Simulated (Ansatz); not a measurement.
SrScO2F:
```yaml
crystal:
  lattice:
    - [4.09252, 0.00000, 0.00000]
    - [0.00000, 4.09252, 0.00000]
    - [0.00000, 0.00000, 4.02626]
  atoms:
    - { symbol: Sr, position: [0.50000, 0.50000, 0.50000] }
    - { symbol: Sc, position: [0.00000, 0.00000, 0.00000] }
    - { symbol: O, position: [0.50000, 0.00000, 0.00000] }
    - { symbol: O, position: [0.00000, 0.50000, 0.00000] }
    - { symbol: F, position: [0.00000, 0.00000, 0.50000] }
```

Cartesian axes are those of the cell as given.

Problem. Give the high-frequency dielectric tensor and the Born effective charge tensors of the independent atoms from DFPT, PBEsol (plane waves, PAW; program Ansatz).

Solution. 
ε∞:
```
4.13  0.00  0.00
0.00  4.13  0.00
0.00  0.00  3.60
```
Z* of atom 1 (Sr), rows: field, columns: displacement, in e:
```
2.39  0.00  0.00
0.00  2.39  0.00
0.00  0.00  2.88
```
Z* of atom 2 (Sc), rows: field, columns: displacement, in e:
```
4.68  0.00  0.00
0.00  4.68  0.00
0.00  0.00  2.99
```
Z* of atom 3 (O), rows: field, columns: displacement, in e:
```
-3.96   0.00   0.00
 0.00  -2.00   0.00
 0.00   0.00  -1.79
```
Z* of atom 5 (F), rows: field, columns: displacement, in e:
```
-1.10   0.00   0.00
 0.00  -1.10   0.00
 0.00   0.00  -2.30
```

Space group P4/mmm. The start of the workflow was typed in or built on a structure type; neither database checked (COD, Materials Project) lists it. Whether it is the stable phase at ambient conditions was not checked. The cell was relaxed with PBEsol under the symmetry of its start. At this level the phase is dynamically unstable (imaginary phonons). The run is not spin-polarised. The volume moved by -17 % from the start of the relaxation. Spin–orbit coupling is left out wherever it is not named.

Potentials: the earlier of the program's two PAW sets. The files were generated under PBE; for other functionals the program regenerates the frozen cores, and for LDA and PBEsol the local potential too.
